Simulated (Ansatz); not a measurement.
# KFe3H6Se2O14 at a changed volume — Fe-57 Mössbauer parameters

Cell: a refined structure from the COD, relaxed with PBE at fixed cell and then changed (volume scaled by 1.02, ions relaxed).

Space group R-3m:H (No. 166); a = 7.4391, c = 17.6139 Å, γ = 120.00°.

| site | Wyckoff | site symmetry | x | y | z |
| --- | --- | --- | --- | --- | --- |
| K | 3a | -3m | 0.0000 | 0.0000 | 0.0000 |
| Fe | 9d | .2/m | 0.3333 | 0.1667 | 0.1667 |
| H | 18h | .m | 0.8619 | 0.7239 | 0.4498 |
| Se | 6c | 3m | 0.0000 | 0.0000 | 0.3130 |
| O13 | 6c | 3m | 0.0000 | 0.0000 | 0.4074 |
| O15 | 18h | .m | 0.2449 | 0.1225 | 0.2811 |
| O21 | 18h | .m | 0.7928 | 0.5855 | 0.4740 |

One atom of each set is listed; the run and its k-mesh use a cell of 26 atoms with edges of 7.27, 7.27, 7.27 Å.

Level of theory: DFT, PBE, plane waves and PAW, scalar-relativistic, collinear spin, 420 eV cutoff, Γ-centred 4×4×4 k-points, Fermi–Dirac smearing 0.05 eV (Ansatz 0.2.0). Start moments as typed (μB): 5 on each Fe, none on the rest. The program fits them to the shells of the files, so those used differ somewhat.

Isomer shifts (against α-Fe) follow from the electron density at the nucleus, δ = α(ρ − ρ₀), with α = -0.366 mm s⁻¹ a₀³ and ρ₀ = 14904.00 a₀⁻³ from a line fitted to 10 measured compounds at this level of theory (rms miss 0.11 mm/s). ΔE_Q = ½eQV_zz(1 + η²/3)^½ with Q = 0.160 b for the 14.4 keV state. B_c is the Fermi-contact field along the atom's own moment; orbital and dipolar fields are not included.

(1) Where do the absorption lines lie when the magnetic splitting is averaged out (above the ordering temperature, with the gradients of this state)?

(2) And the six lines of Fe from the contact field alone, leaving the quadrupole term aside?

Answers

(1) Fe (3 atoms a cell): δ = 0.57, |ΔE_Q| = 0.85 mm/s, a doublet at 0.15 and 1.00 mm/s.

(2) With |B_c| = 24.2 T and nuclear moments 0.090604 and -0.15532 μN the lines lie at -3.33, -1.69, -0.04, 1.19, 2.83, 4.48 mm/s, in the ratio 3:2:1:1:2:3 for a powder. High-spin Fe(III) in oxides shows about 50 T, so a measured sextet would be far wider.

Runs of this kind can end above the lowest electronic state. With no gap above 0.1 eV, as in a metal, the gradients converge slowly in k; expect changes of a tenth or more on a denser mesh. Semilocal functionals can leave a metal where correlation in the d or f shell opens a gap in the real compound, and that would change the values at and beside Fe. With these PAW files V_zz is typically within 2 to 3 % of all-electron values, but misses above 10 % occur on Fe. All moments are parallel here, as the start or the cell imposes; many such compounds order antiparallel, where fields and spin densities carried over to other atoms largely cancel. The magnetic order is the one that the run reached from its start moments, not necessarily the measured one; the program found signs of a lower order. Semilocal functionals underestimate the core's spin polarisation, so contact fields of ionic iron come out too small in magnitude.
